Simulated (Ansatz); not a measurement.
## TePb₃Se₂ (I4/mmm) at 3 levels of theory

One geometry, relaxed with PBE; plane waves with PAW potentials in Ansatz, scalar-relativistic. No spin polarisation. Gaps are the least over mesh and band path; pressure is positive in compression.

```
Te Pb Se
1.0
    -2.24606    2.24606    9.49582
     2.24606   -2.24606    9.49582
     2.24606    2.24606   -9.49582
Te Pb Se
1 3 2
Direct
  0.50000 0.50000 0.00000
  0.00000 0.00000 0.00000
  0.67194 0.67194 0.00000
  0.32806 0.32806 0.00000
  0.16632 0.16632 0.00000
  0.83368 0.83368 0.00000
```

| level | cutoff (eV) | k mesh | gap (eV) | pressure (GPa) |
| --- | --- | --- | --- | --- |
| PBE | 420 | 12×12×12 | 0.42 | 0.0 |
| r2SCAN | 500 | 12×12×12 | 0.67 | -0.8 |
| LDA | 420 | 12×12×12 | 0.33 | -3.9 |

Spin-orbit coupling matters for the bands of heavy elements and is left out.

It was reached by relaxing an invented guess, and it needn't be the stable form of this composition.
